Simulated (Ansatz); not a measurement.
SiS₂:
Space group P3₂21 (No. 154); a = b = 5.7552 Å, c = 6.8052 Å, α = β = 90.00°, γ = 120.00°

```csv
atom,site,symmetry,x,y,z
Si,3a,.2.,0.5449,0.5449,0.0000
S,6c,1,0.3122,0.3700,0.2597
```

Relaxed with r²SCAN. r²SCAN in the plane-wave PAW code Ansatz gives a gap of 2.85 eV.

Question: What gap does HSE06 give on the same cell (Ansatz, PAW)?

Answer: 3.52 eV, 0.67 eV more. The hybrid was solved on a coarser mesh and at special points; the gap given is the minimum over both.

| k | v1 r²SCAN | c1 r²SCAN | v1 HSE06 | c1 HSE06 |
|---|---|---|---|---|
| Γ | -0.14 | 3.16 | [?] | [?] |
| A | -0.33 | 3.60 | -0.35 | 4.33 |
| K | -0.04 | 3.48 | [?] | [?] |
| H | -0.35 | 3.60 | [?] | [?] |
| M | 0.00 | 3.18 | [?] | [?] |
| L | -0.03 | 3.30 | -0.03 | 4.00 |

Question: Top valence (v1) and lowest conduction level (c1) in eV from each method's valence maximum (which need not be a listed point): supply the withheld HSE06 values.

Answer: 
- Γ, v1 HSE06: -0.13
- Γ, c1 HSE06: 3.84
- M, v1 HSE06: 0.00
- M, c1 HSE06: 3.86
- H, v1 HSE06: -0.36
- H, c1 HSE06: 4.30
- K, v1 HSE06: -0.04
- K, c1 HSE06: 4.17

Cost on shared cores: the r²SCAN run (SCF on a 6×6×4 mesh, then bands and DOS) about 5 core-minutes (a rough figure), the HSE06 run (SCF on 4×4×3, then a few points) around 5 core-minutes (rough); the tasks are unlike.

Space group P3_221. The start of the workflow was typed in or built on a structure type; neither database checked (COD, Materials Project) lists it. COD files the formula under space group No. 72, 122. Its standing as an ambient phase is unchecked. Symmetry was held in the r²SCAN relaxation; its stability against distortions is not shown here. The volume moved by -22 % from the start of the relaxation.

Potentials: the earlier of the program's two PAW sets. The files were generated under PBE; for other functionals the program regenerates the frozen cores, and for LDA and PBEsol the local potential too.
